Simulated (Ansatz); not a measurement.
# Frozen-phonon scan for AlN (wurtzite)

AlN (wurtzite)

```
AlN
1.0
    3.13030     0.00000     0.00000
   -1.56515     2.71092     0.00000
    0.00000     0.00000    10.03603
Al N
4 4
Direct
  0.66667   0.33333   0.00169
  0.66667   0.33333   0.50169
  0.33333   0.66667   0.25169
  0.33333   0.66667   0.75169
  0.66667   0.33333   0.31091
  0.66667   0.33333   0.81091
  0.33333   0.66667   0.06091
  0.33333   0.66667   0.56091
```

A phonon eigenvector at A = (0.0, 0.0, 0.5) is frozen into this cell: atom i moves by Q times the vector below, so Q is the largest atomic displacement, in Å. The cell is held. It is one choice among 4 degenerate patterns. (q is in reciprocal vectors of the primitive cell; the cell shown is doubled to hold the pattern.)

```tsv
atom	x	y	z
Al1	0.000	0.044	0.000
Al2	0.000	-0.044	0.000
Al3	0.000	0.499	0.000
Al4	0.000	-0.499	0.000
N5	0.000	-1.000	0.000
N6	0.000	1.000	0.000
N7	0.000	-0.195	0.000
N8	0.000	0.195	0.000
```

Method: PBE (plane waves to 420 eV, PAW, scalar-relativistic; Ansatz, a quantum-chemistry and plane-wave program). k mesh 12×12×4 (Γ-centred), Fermi-Dirac smearing 0.05 eV. E stands for the smeared free energy. Stress and pressure are positive under compression. AlN was relaxed with its symmetry unable to fall. ΔE is measured from the undisplaced structure.

```tsv
Q (Å)	ΔE (meV/cell)	−dE/dQ from forces (eV/Å)	P (GPa)
-0.180	1113	13.206	4.91
-0.150	758	10.570	3.37
-0.120	477	8.182	2.13
-0.090	265	5.981	1.19
-0.060	117	3.916	0.52
-0.030	29	1.937	0.13
0.000	0	0.000	0.00
0.030	29	-1.937	0.13
0.060	117	-3.916	0.52
0.090	265	-5.981	1.19
0.120	477	-8.182	2.13
0.150	758	-10.570	3.37
0.180	1113	-13.206	4.91
```

Key numbers:

The energy at Q = 0.180 Å is 1113 meV/cell. Space group of the distorted cell: Cm (No. 8), lowered from P6_3mc. Symmetry of the curve: even: the same for both signs. Shape of the curve: a single well with its minimum at or next to zero displacement. Harmonic wavenumber from the curvature (finite differences): 640 cm⁻¹. Wavenumber by perturbation theory (DFPT, on another k mesh): 640 cm⁻¹.

(For displaced atoms, the force is minus the slope of the energy, and its curvature is a force constant, which sets phonon frequencies.)
